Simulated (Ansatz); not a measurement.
Data:

TiTeSe:
```
TiTeSe
1.0
    3.66279     0.00000     0.00000
   -1.83140     3.17207     0.00000
    0.00000     0.00000     6.48935
Ti Te Se
1 1 1
Direct
  0.00000   0.00000   0.97845
  0.66667   0.33333   0.25805
  0.33333   0.66667   0.76351
```

This is the r²SCAN+D4-relaxed structure.

All from r²SCAN+D4 in the plane-wave PAW code Ansatz, unless another level is named. Estimate the electronic character.

metallic (no gap).

Next, the density of states at the Fermi level?

0.34 states/eV per atom (mean over ±0.08 eV).

Predict the formation energy from the elements (no fitted shifts).

-1.08 eV/atom.

Give the gap with spin–orbit coupling.

none (metallic).

Space group P3m1. The first step of the workflow began from a Materials Project structure, measured or hypothetical; the Crystallography Open Database copy checked does not list it. Whether it is the stable phase at ambient conditions was not checked. The cell was relaxed with r²SCAN+D4 under the symmetry of its start; whether a distortion lowers the energy is not shown. No spin polarisation was allowed. The references are the lowest solids computed at this level, not always the standard phases. Scalar-relativistic: spin–orbit coupling is off unless named, which matters more the heavier the elements.

Potentials: the later of the program's two PAW sets.
